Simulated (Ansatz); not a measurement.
# Cs$_{2}$OsPdCl$_{6}$: input and output

input.yaml (Ansatz 0.2.0)

```yaml
crystal:
  lattice:
    - [0.0, 7.308333, 0.0]
    - [7.308333, 0.0, 0.0]
    - [3.654166, 3.654166, -5.346529]
  atoms:
    - { symbol: Pd, position: [0.0, 0.0, 0.0] }
    - { symbol: Os, position: [0.5, 0.5, 0.0] }
    - { symbol: Cl, position: [0.288, 0.288, 0.424] }
    - { symbol: Cl, position: [0.712, 0.712, 0.576] }
    - { symbol: Cs, position: [0.75, 0.25, 0.5] }
    - { symbol: Cs, position: [0.25, 0.75, 0.5] }
    - { symbol: Cl, position: [0.218, 0.218, 0.0] }
    - { symbol: Cl, position: [0.218, 0.782, 0.0] }
    - { symbol: Cl, position: [0.782, 0.782, 0.0] }
    - { symbol: Cl, position: [0.782, 0.218, 0.0] }
  symmetry: { tolerance: 0.0003 }
kpoints:
  mp_grid: { grid: [6, 6, 6], shift: [0, 0, 0] }
  band_path:
    path:
      - [0.0, 0.0, 0.0]
      - [0.5, 0.5, 0.5]
      - [0.5, 0.5, 0.25]
      - [0.0, 0.5, 0.0]
      - [0.0, 0.0, 0.0]
      - [0.0, 0.0, -0.5]
      - [0.0, 0.26643766, -0.36678117]
      - [0.0, 0.73356234, 0.36678117]
      - [0.0, 0.0, 0.0]
      - [0.5, 0.5, 0.5]
      - [0.26643766, 0.73356234, 0.5]
    npoints: 6
magnetization:
  spin_polarized: false
scf:
  occupations: { method: fermi_dirac, width: 0.0113 }
  lower_state_search: "off"
  max_iter: 200
hamiltonian:
  pseudopotentials: { kind: paw }
  xc: r2scan
  hubbard:
    projectors: all-electron-ortho-atomic
    sites: [{ species: Pd, l: d, u_eff: 1.39 }]
basis:
  ecutwfc: 500
  fft_grid_basis: typed
output:
  forces: true
  stress: true
  eigenvalues: true
  populations: true
  elf: true
  write_potential: true
  volumetric_format: npy
  dos:
    e_range: [-12, 8]
    de: 0.05
    projected: { site_lists: { Cl: [Cl], Cs: [Cs], Os: [Os], Pd: [Pd] } }
checkpoint:
  read: saved_state
```

The run starts from an earlier solution of this cell. 

Excerpt of what it printed:

```
Free energy (F): -36264.7575 eV
Harris-Foulkes:  -36264.7575 eV  (|F-HF|=8.79e-8)
Internal energy: -36264.7436 eV  (E = F + TS)
E sigma→0 (E₀):  -36264.7506 eV
Entropy (-TS):   -0.0138 eV (-1.385 meV/atom)
Fermi energy:    5.1694 eV
--- Per-component energies (eV) ---
  E_band       = -971.1517
  E_kinetic    = 2332.8285
  E_local      = -8128.0016  (includes V_loc(G=0)·N_el)
  E_nonlocal   = 446.1885
  E_hartree    = 3247.1897
  E_xc         = -1359.4941
  E_vxc        = -1624.1726  (∫ρ·V_xc dr)
  E_hubbard    = 0.4320  (on-site DFT+U / exact-exchange correction)
  E_vhub       = -5.4412  (the Hubbard potential's part of the band-sum identity)
  E_paw        = -26998.1174  (= ΣΔE_a)
  E_vpaw       = -577.4772  (= ΣTr[D̂ρ^β])
  E_aug_tail   = 0.0002  (compensation charges beyond the density's cutoff)
  E_vtau       = 90.5401  (kinetic-family band-sum trace: ∫τ·v_τ [+ j·A + Jᵃ·Aᵃ] dr)
  E_ewald      = -5804.2136
  E_core_change = -1.5558  (= ΣΔE_core)
  E_smearing   = -0.0138  (= −TS)
--- Forces (eV/Å), atoms counted from 1 ---
  atom   1  Pd     0.0000     0.0000     0.0000
  atom   2  Os     0.0000     0.0000     0.0000
  atom   3  Cl     0.0000     0.0000    -0.1632
  atom   4  Cl     0.0000     0.0000     0.1632
  atom   5  Cs     0.0000     0.0000     0.0000
  atom   6  Cs     0.0000     0.0000     0.0000
  atom   7  Cl     1.7790     1.7790     0.0000
  atom   8  Cl    -1.7790     1.7790     0.0000
  atom   9  Cl    -1.7790    -1.7790     0.0000
  atom  10  Cl     1.7790    -1.7790     0.0000
--- Stress (GPa, compression-positive) ---
        0.0297       0.0000       0.0000
        0.0000       0.0297       0.0000
        0.0000       0.0000       0.9341
  P = ⅓ Tr σ = 0.3312 GPa (3.312 kbar)
--- Löwdin populations: 10 sites ---
  site symbol       q [e]
     0     Pd     17.0597
     1     Os     15.2693
     2     Cl      7.3682
     3     Cl      7.3682
     4     Cs      8.2388
     5     Cs      8.2388
     6     Cl      7.4998
     7     Cl      7.4998
     8     Cl      7.4998
     9     Cl      7.4998
  spilling = 0.0049 (of n_electrons = 94.0000)
```

Origin: a known structure type with other elements, at an estimated volume, so it need not be a known compound. Caveats: many states at the Fermi level without spin polarisation, so a magnetic state may lie lower; a Hubbard term without moments, so a magnetic state may lie lower; atoms or cell far from equilibrium.
